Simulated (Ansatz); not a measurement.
Na (bcc (W type), Im-3m) under volume change, PBEsol (plane waves, PAW; program Ansatz), scaled uniformly.

```tsv
V (Å³/atom)	E − E(relaxed) (meV/atom)	P (GPa)
33.025	?	?
34.113	3.5	0.55
35.202	0.8	0.25
36.291	0.0	0.00
37.380	0.8	-0.22
38.468	?	?
39.557	6.3	-0.58
```

Task: Fill in the missing entries.

Result: 
- 38.468, E − E(relaxed) (meV/atom): 2.9
- 38.468, P (GPa): -0.41
- 33.025, E − E(relaxed) (meV/atom): 8.4
- 33.025, P (GPa): 0.88

Task: What does a third-order Birch–Murnaghan fit give for V₀, B₀ and B′?

Result: V₀ = 36.29 Å³/atom, B₀ = 7.9 GPa, B′ = 3.7.

Symmetry was held in the PBEsol relaxation; phonons on a q-mesh show no instability.

Potentials: the earlier of the program's two PAW sets.
